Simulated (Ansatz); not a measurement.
**Is this Ca5SiN2 structure a true minimum?**

The cell was found from a proposed guess, not taken from experiment.

Theory: DFT PBE, scalar-relativistic, plane waves, PAW (Ansatz). Cutoff 420 eV; k points 8×8×6 on the computed 8-atom cell (Γ-centred); Gaussian smearing, width 0.10 eV; no spin polarisation.

The cell below (8 atoms, space group Cmmm (No. 65)) is relaxed within its symmetry.

```xyz
8
Lattice="2.4463 -7.3173 0.0000 2.4463 7.3173 0.0000 0.0000 0.0000 4.8711" Properties=species:S:1:pos:R:3 pbc="T T T"
Ca    0.0000    0.0000    0.0000
Ca    2.4463    2.4800    0.0000
Ca    2.4463   -2.4800    0.0000
Ca    2.4463    5.2938    2.4356
Ca    2.4463   -5.2938    2.4356
Si    2.4463    0.0000    2.4356
N     2.4463   -4.9030    0.0000
N     2.4463    4.9030    0.0000
```

For the test it was strained at random (σ = 1.5 % a component), the atoms were moved at random (σ = 0.15 Å), and all was relaxed again on a coarse 4×6×6 mesh (in the run’s order of axes) with 0.20 eV smearing, with no symmetry imposed.

Problem. Is the structure stable against such a distortion?

Solution. It returns, within 1 meV/atom of the unmoved cell on that mesh and with the same symmetry when read at 0.1 Å (C2/m at 0.01 Å, so small strains and shifts remain). So it is stable against the distortions that fit this cell and that this random move excites. Modes that don't fit the cell aren't tested.
